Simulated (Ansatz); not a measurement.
Starting cell, CsSnI$_{3}$ (cubic perovskite):

```
CsSnI3
1.0
    6.13046     0.00000     0.00000
    0.00000     6.13046     0.00000
    0.00000     0.00000     6.13046
Cs Sn I
1 1 3
Direct
  0.00000   0.00000   0.00000
  0.50000   0.50000   0.50000
  0.00000   0.50000   0.50000
  0.50000   0.50000   0.00000
  0.50000   0.00000   0.50000
```

Scan: atom 5 (I, nearest neighbour Sn at 3.065 Å; its periodic images, 6.1 Å or more away, move with it) is displaced along Cartesian x, direction (1.000, 0.000, 0.000) in Cartesian axes, by s. The other atoms stay.

Calculation: PBEsol (plane waves to 420 eV, PAW, scalar-relativistic; Ansatz, a first-principles code). k mesh 6×6×6 (Γ-centred), Fermi-Dirac smearing 0.05 eV. The energy includes the smearing's −TS. CsSnI3 was relaxed with its symmetry unable to fall. Spin-orbit coupling is left out, though I is heavy. The PAW data are Ansatz's earlier set. This is a high-temperature form of CsSnI3. The zero of ΔE is the undisplaced structure.

```csv
s (Å),ΔE (meV/cell)
-0.920,198.7
-0.736,108.5
-0.552,51.4
-0.368,withheld
-0.184,3.9
0.000,0.0
0.184,3.9
0.368,withheld
0.552,51.4
0.736,108.5
0.920,198.7
```

Q: Fit an even polynomial form (powers 2, 4, 6) to the given rows and predict ΔE at s = -0.368.

A: Least squares on the 9 given rows: ΔE = (119.9)·s² + (171.6)·s⁴ + (-42.48)·s⁶, in meV/cell with s in Å; root-mean-square residual 0.18 meV/cell. At -0.368 the fit gives 19.3 meV/cell; the calculation gives 18.9 meV/cell, so the interpolation is off by 0.4 (+2.1 %). The quadratic term alone would give 16.2 meV/cell.

(A displaced cell: forces are minus the slopes of the energy, force constants its curvatures, and phonons follow from these.)
